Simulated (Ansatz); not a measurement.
MgC₆:
```
CELL_PARAMETERS angstrom
      4.34997     0.00000     0.00000
     -2.17499     3.76719     0.00000
      0.00000     0.00000     3.74291
ATOMIC_POSITIONS crystal
  C  0.33499 0.33499 0.00000
  C  0.66501 0.00000 0.00000
  C  0.00000 0.66501 0.00000
  C  0.33499 0.00000 0.00000
  C  0.66501 0.66501 0.00000
  C  0.00000 0.33499 0.00000
  Mg 0.00000 0.00000 0.50000
```

Relaxed with r²SCAN+D4. Special points in fractions of this cell's reciprocal vectors: Γ (0.000, 0.000, 0.000); M (0.500, 0.000, 0.000); K (0.333, 0.333, 0.000); A (0.000, 0.000, 0.500); L (0.500, 0.000, 0.500); H (0.333, 0.333, 0.500).

Q: List the band energies nearest the Fermi level at these points for r²SCAN+D4 (plane waves, PAW; program Ansatz).

A: In eV from the Fermi level; about four levels below and three above (degenerate sets whole), none deeper than 8.9 eV; points with the same levels are listed once.

```
k                          below                above
-  -----------------------------  -------------------
Γ  -2.51 -2.51 -1.76 -1.76 -0.72  6.32 6.32 7.11 7.11
M        -7.59 -7.28 -4.57 -0.18       1.55 1.88 4.44
K        -7.49 -7.03 -6.60 -6.60       2.22 2.63 2.63
A        -3.53 -3.53 -2.85 -2.85  4.82 5.78 6.42 6.42
L        -8.32 -8.11 -5.64 -1.73       3.39 3.76 5.05
H  -7.90 -7.90 -7.80 -7.80 -7.46       1.73 1.73 2.12
```

Space group P6/mmm. The cell is a constructed one: a structure type filled with these elements; neither database checked (COD, Materials Project) lists it. Whether it is the stable phase at ambient conditions was not checked. The cell was relaxed with r²SCAN+D4 under the symmetry of its start; whether a distortion lowers the energy is not shown.

Potentials: the later of the program's two PAW sets.
